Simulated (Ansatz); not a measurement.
The relaxed structure here is a generated cell of ZrS2: the first start was made by placing the elements on the sites of a structure type, and the end was not matched to a known phase here, so it may be hypothetical. Known forms of ZrS2 include space group No. 164.

One starting cell of ZrS$_{2}$ (a generated cell, ZrS2 placed in the pyrite structure type) was relaxed twice with Ansatz (plane waves, PAW, scalar-relativistic): with r2SCAN at 500 eV and with PBE at 420 eV. The r2SCAN result:

```
ZrS2
1.0
    6.33799     0.00000     0.00000
    0.00000     6.33799     0.00000
    0.00000     0.00000     6.33799
Zr S
4 8
Direct
  0.00000   0.00000   0.00000
  0.50000   0.50000   0.00000
  0.00000   0.50000   0.50000
  0.50000   0.00000   0.50000
  0.34734   0.34734   0.34734
  0.84734   0.15266   0.65266
  0.65266   0.84734   0.15266
  0.15266   0.65266   0.84734
  0.65266   0.65266   0.65266
  0.15266   0.84734   0.34734
  0.34734   0.15266   0.84734
  0.84734   0.34734   0.15266
```

```csv
quantity,r2SCAN,PBE
space group,Pa-3,Pa-3
volume (Å³/atom),21.22,[?]
a (Å),6.338,[?]
"gap (eV, no spin-orbit coupling)",0.53,[?]
```

Q: What does PBE give for the same quantities?

A: 
- volume (Å³/atom), PBE: 21.30
- a (Å), PBE: 6.346
- gap (eV, no spin-orbit coupling), PBE: 0.28

Both levels end in the same structure; PBE's volume is within 0.5 % of r2SCAN's; its gap is 0.25 eV smaller. Neither column is exact.

No spin polarisation in the result.

The run could not lose the symmetry of its start: the end is stationary, and may be a saddle point rather than a minimum.

Ansatz is a program for electronic structure.
